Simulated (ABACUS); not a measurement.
Set-up for a self-consistent single point of HfN (I4mm, 2 atoms in the cell; from Materials Project mp-2828, changed as shown).

```xyz
2
Lattice="0.0000 2.2475 2.2475 2.2475 0.0000 2.2475 2.2475 2.2475 0.0000" Properties=species:S:1:pos:R:3 pbc="T T T"
Hf     0.0000     0.0000     0.0000
N      2.2475     2.2475     2.3975
```

Method: PBEsol, PseudoDojo 0.4 standard norm-conserving PBEsol (tails mended) pseudopotentials (plane waves; ABACUS).

ABACUS settings:

| setting | value |
|---|---|
| KPT | Gamma 18 18 18 0 0 0 |
| basis_type | pw |
| dft_functional | PBESOL |
| ecutwfc | 84 Ry |
| smearing_method | gaussian |
| smearing_sigma | 0.0146997 Ry |
| potentials | PseudoDojo 0.4 standard norm-conserving PBEsol (tails mended) |
| symmetry | 1 |
| ks_solver | dav_subspace |
| scf_nmax | 100 |
| scf_thr | 1.0e-09 Ry |
| mixing_type | broyden |

Q: Estimate, at this level of theory: pressure and largest force (vector length).

A: The run gave:

| Item | Result |
|---|---|
| Pressure | 3.57 GPa |
| Largest force (vector length) | 1.851 eV/Å |

For comparison: a first run was changed to give this one (atom 2 moved by +0.15 angstrom along z), and from it to this one the free energy goes up by 68.6 meV/atom, the pressure goes from 0.42 to 3.57 GPa and the largest force goes from 0.000 to 1.851 eV/Å.

Forces above 1 eV/Å remain at this geometry. The structure comes from a collection of computed structures, made at another level of theory; the collection holds predicted forms beside known ones. Its lattice was then scaled.

Cost on one core: around 4 core-minutes (rough).

“Tails mended”: in these copies of the files the far tail of each local potential was reset to the Coulomb form.
